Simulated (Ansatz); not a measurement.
A relaxation computed with Ansatz, from input to last step.

```yaml
crystal:
  lattice:
    - [-3.3003338583, 3.3003338583, 2.8023307077]
    - [3.3003338583, -3.3003338583, 2.8023307077]
    - [3.3003338583, 3.3003338583, -2.8023307077]
  atoms:
    - { symbol: Tl, position: [0.664067098, 0.164067098, 0.8281341961] }
    - { symbol: Tl, position: [0.164067098, 0.335932902, 0.5] }
    - { symbol: Tl, position: [0.335932902, 0.835932902, 0.1718658039] }
    - { symbol: Tl, position: [0.835932902, 0.664067098, 0.5] }
    - { symbol: Pd, position: [0.25, 0.25, 0.0] }
    - { symbol: Pd, position: [0.75, 0.75, 0.0] }
basis:
  ecutwfc: 420
kpoints:
  mp_grid: { grid: [8, 8, 8] }
hamiltonian:
  xc: pbesol
scf:
  occupations: { method: gaussian, width: 0.1 }
output:
  forces: true
  stress: true
  eigenvalues: true
relax:
  adjacent_minimum: "off"
  f_tol: 0.01
  max_steps: 30
  cell: { stress_tol: 0.1, fix: [volume] }
```

```bash
ansatz run input.yaml --threads 1 --pin off --max-ram 2560MiB --backend cpu --events-out ev --progress --plain --runs-dir out
```

Theory: Ansatz, DFT PBEsol, scalar-relativistic, plane waves, PAW.

The volume is held at 0.94 times that of the relaxed cell.

Of 4 frames 3 are shown, positions in Å and forces in eV/Å; the SCF threshold varies from step to step. Steps run on the plane waves of an earlier cell, with a Pulay correction in the pressure. The basis is chosen afresh for the last frame, the zero of the energies, and at times for earlier ones too; energy and pressure step there, also at an unchanged geometry. The mark taken_back stands on steps that the optimiser undid.

```xyz
6
Lattice="-3.3003 3.3003 2.8023 3.3003 -3.3003 2.8023 3.3003 3.3003 -2.8023" Properties=species:S:1:pos:R:3:forces:R:3 pbc="T T T" step=1 free_energy_over_end_meV_per_atom=0.24 pressure_GPa=5.81
Tl    1.0830    4.3833    0.0000   -0.0462   -0.0462    0.0000
Tl    2.2174    1.0830    0.0000    0.0462   -0.0462    0.0000
Tl    2.2174   -1.0830    2.8023    0.0462    0.0462    0.0000
Tl    1.0830    2.2174    2.8023   -0.0462    0.0462    0.0000
Pd    0.0000    0.0000    1.4012    0.0000    0.0000    0.0000
Pd    0.0000    0.0000    4.2035    0.0000    0.0000    0.0000
6
Lattice="-3.3013 3.3013 2.8007 3.3013 -3.3013 2.8007 3.3013 3.3013 -2.8007" Properties=species:S:1:pos:R:3:forces:R:3 pbc="T T T" step=2 free_energy_over_end_meV_per_atom=0.40 pressure_GPa=5.57 taken_back
Tl    1.0662    4.3674    0.0000    0.0634    0.0634    0.0000
Tl    2.2351    1.0662    0.0000   -0.0634    0.0634    0.0000
Tl    2.2351   -1.0662    2.8007   -0.0634   -0.0634    0.0000
Tl    1.0662    2.2351    2.8007    0.0634   -0.0634    0.0000
Pd    0.0000    0.0000    1.4004    0.0000    0.0000    0.0000
Pd    0.0000    0.0000    4.2011    0.0000    0.0000    0.0000
6
Lattice="-3.3017 3.3017 2.8000 3.3017 -3.3017 2.8000 3.3017 3.3017 -2.8000" Properties=species:S:1:pos:R:3:forces:R:3 pbc="T T T" step=4 free_energy_over_end_meV_per_atom=0.00 pressure_GPa=5.69
Tl    1.0761    4.3778    0.0000   -0.0019   -0.0019    0.0000
Tl    2.2256    1.0761    0.0000    0.0019   -0.0019    0.0000
Tl    2.2256   -1.0761    2.8000    0.0019    0.0019    0.0000
Tl    1.0761    2.2256    2.8000   -0.0019    0.0019    0.0000
Pd    0.0000    0.0000    1.4000    0.0000    0.0000    0.0000
Pd    0.0000    0.0000    4.2000    0.0000    0.0000    0.0000
```

Time: 93 s on 1 thread of Arm Neoverse V1, with other jobs on the host, peak memory 0.56 GiB.

Spin–orbit coupling is left out, which can shift energies with elements as heavy as these.